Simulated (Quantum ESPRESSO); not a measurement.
# Moving one atom in Si2PBC4

Calculated results; nothing here was measured. They come from pw.x of Quantum ESPRESSO 7.5, a plane-wave density functional program, with PseudoDojo standard norm-conserving files (v0.5 for PBE, v0.4.1 for LDA and PBEsol). The cells are made up: elements, strain and atom displacements were drawn at random, and nothing was relaxed. There is no spin polarisation, spin-orbit coupling or dispersion term.

The cell has 8 sites of a wurtzite lattice (rectangular cell). Sites 1 to 4 hold Si P Si B; sites 5 to 8 hold C C C C. Cell vectors in Å: (3.014, 0.000, 0.000); (0.000, 5.221, 0.000); (0.000, 0.000, 4.922). Settings: PBE, cutoff 1116 eV, 6 x 4 x 4 k mesh shifted by half a step, Fermi-Dirac smearing of 0.025 eV.

Each run shifts the C atom on site 6 along z and leaves all else fixed. Site 2 is one of its nearest neighbours. E is the free energy of the cell above the lowest run shown.

```
run  shift (Å)  Fz on site 6 (eV/Å)  Fz on site 2 (eV/Å)  P (GPa)  E (meV)
  1    -0.1256                5.529               -3.910    -0.44    438.0
  2    -0.0863                3.994               -2.886    -1.34    251.6
  3     0.0194                0.821               -1.114    -2.60      7.7
  5     0.0792               -0.520               -0.563    -2.74      0.0
  6     0.0967               -0.865               -0.445    -2.72     12.1
  7     0.1192               -1.282               -0.319    -2.65     36.4
  4     0.0447                    ?                    ?        ?        ?
```

A rerun of one of these cells at 1347 eV and k mesh 8 x 6 x 6 moved values by no more than 0.005 eV in the cell's energy, 0.17 GPa in stress and 0.007 eV/Å in force.

## Worked fit

A parabola through the six runs shown gives Fz on site 6 = 1.325 - 27.31 u + 47.3 u² eV/Å, with u in Å and a scatter of 0.035 eV/Å. Minus the slope, 27.31 ± 0.88 eV/Å², is this atom's force constant along z at u = 0, with its periodic images moving too. The fitted force vanishes at u = 0.053 Å, where the energy should be lowest along this line. The error is the larger of the fit's own and the change that a cubic makes, rounded up.

## Withheld run

Question: what Fz on site 6 should run 4 give?

The fit gives 0.199 eV/Å. The calculation gave 0.221 eV/Å.

| run | shift (Å) | Fz on site 6 (eV/Å) | Fz on site 2 (eV/Å) | P (GPa) | E (meV) |
| --- | --- | --- | --- | --- | --- |
| 4 | 0.0447 | 0.221 | -0.849 | -2.70 | -5.4 |